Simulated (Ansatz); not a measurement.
Input and command of a plane-wave DFT calculation in Ansatz:

```yaml
crystal:
  lattice:
    - [3.05523, 0.0, 0.0]
    - [0.0, 2.92077, 0.0]
    - [0.0, 0.0, 2.988]
  atoms:
    - { symbol: Cu, position: [0.0, 0.0, 0.0] }
    - { symbol: Pd, position: [0.5, 0.5, 0.5] }
basis:
  ecutwfc: 420
kpoints:
  mp_grid: { grid: [16, 16, 16] }
hamiltonian:
  xc: pbesol
scf:
  occupations: { method: gaussian, width: 0.15 }
output:
  forces: true
  stress: true
  eigenvalues: true
```

```bash
ansatz run input.yaml --threads 1 --pin off --max-ram 2560MiB --backend cpu --events-out ev --progress --plain --runs-dir out
```

Processor: Arm Neoverse V2, 1 thread, on a host shared with other jobs.

Q: Estimate time, memory and problem size.

A: About 16 s on 1 thread of Arm Neoverse V2, on a shared host, peak memory 0.6 GiB. It solves 23 bands at 729 k points (the mesh reduced by symmetry) with about 503 plane waves, in 6 SCF iterations.
